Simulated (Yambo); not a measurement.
```xyz
2
Lattice="0.0000 2.2339 2.2339 2.2339 0.0000 2.2339 2.2339 2.2339 0.0000" Properties=species:S:1:pos:R:3 pbc="T T T"
C      2.2339     2.2339     2.2339
Ta     0.0000     0.0000     0.0000
```

The geometry is that of Materials Project entry mp-1086, symmetrised and not relaxed again.

Task: Where are the main features of Im ε from RPA with local fields on PBEsol bands (Yambo; 16×16×16 mesh, 32 bands, 4 Ry local-field block, 0.25 eV broadening; field along x)?

Result: Peaks at 1.5 eV (9.6), 4.8 eV (16), 8.6 eV (8.6), 11.6 eV (5.2), heights in brackets. Only interband transitions are included: the Drude term is missing, so nothing below about 0.6 eV and no real part is shown. Structure narrower than a few tenths of an eV can come from the finite k mesh. Spin-orbit coupling is left out; for elements this heavy it splits bands near the Fermi level.
